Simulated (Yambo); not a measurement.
Lu$_{2}$SeO$_{2}$ (space group P-3m1, No. 164), G0W0@PBEsol (Yambo, plasmon pole, terminator in G, 3×3×2 mesh): gap A → Γ in eV by bands and screening block.

```tsv
bands (W and G)	2 Ry	3 Ry	4 Ry	6 Ry	7 Ry
52	3.76	3.77	3.82	3.94	3.95
67	3.39	3.41	…	3.66	3.67
88	…	3.29	3.40	3.58	3.60
113	3.21	3.24	…	3.55	3.58
138	3.19	3.21	3.33	3.55	3.58
```

Problem. Estimate the withheld gaps from their neighbours; the computed values follow.

Solution. 
- 67, 4 Ry: 3.50
- 88, 2 Ry: 3.27
- 113, 4 Ry: 3.35

The largest settings aren't shown to be the converged limit.

The standard potential for Se keeps a d shell in the valence without the s and p states of that shell. In tests on such compounds this moved G0W0 gaps by up to about 0.9 eV, so absolute quasiparticle energies here are unreliable; differences between settings are what counts.

Spin-orbit coupling is not included.

Geometry of the Materials Project entry, not relaxed at this level; primitive cell a = b = 3.716 Å, c = 6.647 Å, α = β = 90.00°, γ = 120.00°.

The structure is a Materials Project entry; no match was found in the copy of COD used, and its stability was not checked.
